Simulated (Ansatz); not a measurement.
Space group P-3m1 (No. 164). a = 3.003 Å, b = 3.003 Å, c = 7.729 Å, α = 90.00°, β = 90.00°, γ = 120.00°
```json
{"atom": "Mg", "site": "2d", "symmetry": "3m.", "x": "0.3333", "y": "0.6667", "z": "0.6674"}
{"atom": "Ge", "site": "1a", "symmetry": "-3m.", "x": "0.0000", "y": "0.0000", "z": "0.0000"}
{"atom": "N", "site": "2d", "symmetry": "3m.", "x": "0.3333", "y": "0.6667", "z": "0.1438"}
{"atom": "N", "site": "1b", "symmetry": "-3m.", "x": "0.0000", "y": "0.0000", "z": "0.5000"}
```

Equation of state of this Mg2GeN3 structure (not necessarily the ground state), with shape and atoms relaxed at each volume where symmetry leaves them free. It has no gap at any of these volumes. The calculation used DFT PBE, scalar-relativistic, plane waves, PAW in Ansatz 0.2.0.

Settings: cutoff 420 eV, Γ-centred mesh 12×12×4 on the computed 6-atom cell, Gaussian smearing of 0.10 eV; no spin polarisation.

```csv
V (Å³/atom),E − E(largest V) (meV/atom),P (GPa)
8.854,47.86,26.83
9.156,5.54,18.41
9.458,-22.15,11.26
9.759,-37.41,5.17
10.061,-42.08,0.00
10.363,-37.76,-4.40
10.665,-25.80,-8.11
11.067,0.00,-12.21
```

Q: Fit a third-order Birch–Murnaghan equation, E = E0 + (9V0B0/16)·[(x − 1)³B0' + (x − 1)²(6 − 4x)] with x = (V0/V)^(2/3), to E(V).

A: V0 = 10.06 Å³/atom, B0 = 159 GPa, B0' = 4.4.

Spin polarisation was left out, and a magnetic state may lie lower.

The cell was found from a structure generator's guess, not taken from experiment.
